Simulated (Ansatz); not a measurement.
NaTi₄S₈:
```
CELL_PARAMETERS angstrom
      6.83079     0.00000     0.00000
     -3.41539     5.91564     0.00000
      0.00000     0.00000     6.88504
ATOMIC_POSITIONS crystal
  S  0.33456 0.16728 0.79337
  S  0.33333 0.66667 0.79545
  S  0.83272 0.16728 0.79337
  S  0.83272 0.66544 0.79337
  Ti 0.00000 0.00000 0.00000
  Ti 0.00000 0.50000 0.00000
  Ti 0.50000 0.00000 0.00000
  Ti 0.50000 0.50000 0.00000
  S  0.16728 0.33456 0.20663
  S  0.16728 0.83272 0.20663
  S  0.66667 0.33333 0.20455
  S  0.66544 0.83272 0.20663
  Na 0.00000 0.00000 0.50000
```

Relaxed with r²SCAN+D4. Special points in fractions of this cell's reciprocal vectors: Γ (0.000, 0.000, 0.000); M (0.500, 0.000, 0.000); K (0.333, 0.333, 0.000); A (0.000, 0.000, 0.500); L (0.500, 0.000, 0.500); H (0.333, 0.333, 0.500).

Task: List the band energies nearest the Fermi level at these points for plane-wave PAW r²SCAN+D4 (Ansatz code).

Result: In eV from the Fermi level; about four levels below and three above (degenerate sets whole), none deeper than 8.9 eV; points with the same levels are listed once.

| k | below | above |
|---|---|---|
| Γ | -0.58 -0.58 -0.17 -0.17 -0.17 | 0.23 0.23 0.66 |
| M | -1.82 -1.75 -1.66 -1.63 | 0.11 0.16 0.79 0.80 |
| K | -2.60 -1.72 -1.72 -1.68 | 0.47 0.55 0.55 |
| A | -0.60 -0.60 -0.27 -0.27 -0.25 | 0.23 0.23 1.03 |
| L | -1.95 -1.93 -1.82 -1.74 | 0.12 0.15 0.81 |
| H | -2.63 -2.63 -2.63 -1.91 -1.90 -1.90 | 0.57 0.62 0.62 |

Space group P-3m1. The cell is a constructed one: a structure type filled with these elements; neither database checked (COD, Materials Project) lists it. Whether it is the stable phase at ambient conditions was not checked. Symmetry was held in the r²SCAN+D4 relaxation; its stability against distortions is not shown here. No spin polarisation was allowed. With an odd number of electrons in the cell and no spin polarisation, the count alone makes it a metal.

Potentials: the later of the program's two PAW sets.
